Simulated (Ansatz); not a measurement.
Q: Each is relaxed and computed with PBE (plane waves, PAW; program Ansatz). Which is the only metal?
A. SiBi2O5, Cmcm (Pearson symbol oS32)
B. SiGe, CsCl type
C. Ge3N4, P6_3/m (Ge on 6h, N on 2c, N on 6h)
D. Si3Ge, P-4m2 (Si on 2g, Si on 1a, Ge on 1c)

A: B, SiGe, CsCl type. SiGe: metal; Si3Ge: gap 0.39 eV (indirect); Ge3N4: gap 1.81 eV (direct); SiBi2O5: gap 2.76 eV. Constructed cells (a structure type filled with these elements, in neither database checked): SiGe, CsCl type. Typed or built starts, not in the databases checked: Si3Ge, P-4m2 (Si on 2g, Si on 1a, Ge on 1c); SiBi2O5, Cmcm (Pearson symbol oS32). All cells were relaxed under the symmetry of their starts (and spin orders); stability against distortions was not tested throughout. Scalar-relativistic: spin–orbit coupling is off unless named, which matters more the heavier the elements.

Potentials: the earlier of the program's two PAW sets.
